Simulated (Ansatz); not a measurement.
# Mechanical response of CdPd (P4/mmm)

```yaml
crystal:
  lattice:
    - [3.00041, 0.00000, 0.00000]
    - [0.00000, 3.00041, 0.00000]
    - [0.00000, 0.00000, 3.65864]
  atoms:
    - { symbol: Cd, position: [0.00000, 0.00000, 0.00000] }
    - { symbol: Pd, position: [0.50000, 0.50000, 0.50000] }
```

Level of theory, where no other is named: PBEsol, all-electron LAPW in Ansatz 0.2.0, scalar-relativistic. k mesh 14×14×12, Fermi-Dirac smearing of 0.050 eV, basis error target 1 meV/atom. The cell was relaxed by PAW under this functional.

The cell is tetragonal and carries a residual pressure of -0.02 GPa at this level. Each strain component that symmetry leaves independent is applied at ±0.003 and ±0.006, the ions relax wherever a strain frees them, and the stress (tension positive, GPa) is read. Shears are engineering strains, γ = 2ε.

```tsv
strain	size	σxx	σyy	σzz	σyz	σxz	σxy
xx	-0.006	-1.1982	-0.5089	-0.7644	0.0000	0.0000	0.0000
xx	-0.003	-0.5726	-0.2360	-0.3811	0.0000	0.0000	0.0000
xx	+0.003	0.6188	0.2990	0.3690	0.0000	0.0000	0.0000
xx	+0.006	1.1838	0.5615	0.7374	0.0000	0.0000	0.0000
zz	-0.006	-0.7337	-0.7337	-1.0323	0.0000	0.0000	0.0000
zz	-0.003	-0.3458	-0.3458	-0.5139	0.0000	0.0000	0.0000
zz	+0.003	0.4041	0.4041	0.4980	0.0000	0.0000	0.0000
zz	+0.006	0.7673	0.7673	0.9905	0.0000	0.0000	0.0000
yz	-0.006	0.0245	0.0286	-0.0127	-0.4723	0.0000	0.0000
yz	-0.003	0.0310	0.0321	-0.0058	-0.2361	0.0000	0.0000
yz	+0.003	0.0310	0.0321	-0.0058	0.2361	0.0000	0.0000
yz	+0.006	0.0245	0.0286	-0.0127	0.4723	0.0000	0.0000
xy	-0.006	0.0296	0.0296	-0.0113	0.0000	0.0000	-0.2931
xy	-0.003	0.0323	0.0323	-0.0056	0.0000	0.0000	-0.1463
xy	+0.003	0.0323	0.0323	-0.0056	0.0000	0.0000	0.1463
xy	+0.006	0.0296	0.0296	-0.0113	0.0000	0.0000	0.2931
```

The slope is [8(σ(+δ) − σ(−δ)) − (σ(+2δ) − σ(−2δ))]/(12δ), and the program imposes the crystal's symmetry on the matrix.

Question: What are the independent elastic constants?

Answer: C11 = 198.6, C12 = 89.1, C13 = 125.0, C33 = 168.7, C44 = 78.7, C66 = 48.8 GPa.

Question: Is the crystal stable against homogeneous strain?

Answer: The least eigenvalue of the 6×6 matrix is 41.7 GPa, so yes.

Question: What moduli does a random aggregate of grains have?

Answer: Voigt and Reuss bounds: B from 138.2 to 138.2 and G from 44.6 to 56.4 GPa; their means are B = 138.2 and G = 50.5 GPa. Then E = 9BG/(3B + G) = 135.0 GPa, ν = (3B − 2G)/(6B + 2G) = 0.337 and B/G = 2.74, on the ductile side of Pugh's 1.75 (a rule of thumb).

Question: With the density of 11.033 g/cm³, how fast does sound travel, and what Debye temperature follows?

Answer: 

```json
{"direction": "x", "slow (m/s)": "2102", "middle (m/s)": "2671", "fast (m/s)": "4243"}
{"direction": "y", "slow (m/s)": "2102", "middle (m/s)": "2671", "fast (m/s)": "4243"}
{"direction": "z", "slow (m/s)": "2671", "middle (m/s)": "2671", "fast (m/s)": "3910"}
```

The mean of v⁻³ over directions and branches gives v_m = 2382 m/s and θ_D = (ħ/k_B) v_m (6π²n)^(1/3) = 279 K, n being atoms per volume. Young's modulus spans 60 to 178 GPa over directions, and the universal anisotropy index is 1.32.

Question: How far do the constants move if PAW replaces LAPW in the same cell?

Answer: 

```
constant  LAPW (GPa)  PAW (GPa)  difference
     C11       198.6      198.5        -0.1
     C12        89.1       89.1         0.0
     C13       125.0      124.9        -0.1
     C33       168.7      168.6        -0.1
     C44        78.7       78.6        -0.1
     C66        48.8       48.6        -0.2
```

Keep in mind: responses of metals move with mesh and smearing; the frozen-core PAW files of the compared runs were fitted under PBE, their cores solved anew for this functional.
